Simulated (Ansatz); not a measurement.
La$_{2}$MgVO$_{6}$:
```yaml
crystal:
  lattice:
    - [2.78617, 1.60860, 4.42117]
    - [-2.78617, 1.60860, 4.42117]
    - [0.00000, -3.21719, 4.42117]
  atoms:
    - { symbol: La, position: [0.75055, 0.75055, 0.75055] }
    - { symbol: La, position: [0.24945, 0.24945, 0.24945] }
    - { symbol: Mg, position: [0.50000, 0.50000, 0.50000] }
    - { symbol: V, position: [0.00000, 0.00000, 0.00000] }
    - { symbol: O, position: [0.75768, 0.30849, 0.17636] }
    - { symbol: O, position: [0.24232, 0.69151, 0.82364] }
    - { symbol: O, position: [0.17636, 0.75768, 0.30849] }
    - { symbol: O, position: [0.82364, 0.24232, 0.69151] }
    - { symbol: O, position: [0.30849, 0.17636, 0.75768] }
    - { symbol: O, position: [0.69151, 0.82364, 0.24232] }
```
The run is spin-polarised; directions of the spins, atom by atom: 0 0 0 ↑ 0 0 0 0 0 0.

Relaxed with r²SCAN.

### Question
Give the Bader charges and basin volumes of the independent atoms, r²SCAN (plane waves, PAW; program Ansatz).

### Answer


```csv
atom,Bader charge (e),Bader volume (Å³)
La1,+2.14,17.4
Mg3,+1.75,4.3
V4,+2.18,6.6
O5,-1.37,12.2
```

Space group R-3. The first step of the workflow began from a Materials Project structure, measured or hypothetical; the Crystallography Open Database copy checked does not list it. With Mg and V taken as one species the cell has the higher symmetry R-3c, so it may be an ordered model of a mixed-site phase. Whether it is the stable phase at ambient conditions was not checked. Symmetry was held in the r²SCAN relaxation; whether a distortion lowers the energy is not shown. The final state is ferromagnetic, chosen from 3 collinear starts compared on coarse meshes (ties went to the first, and starts can fall back to one state), not a proven ground state. Other orbital occupations within this spin state were not tried. No Hubbard U is applied. Spin–orbit coupling is left out wherever it is not named.

Potentials: the later of the program's two PAW sets.
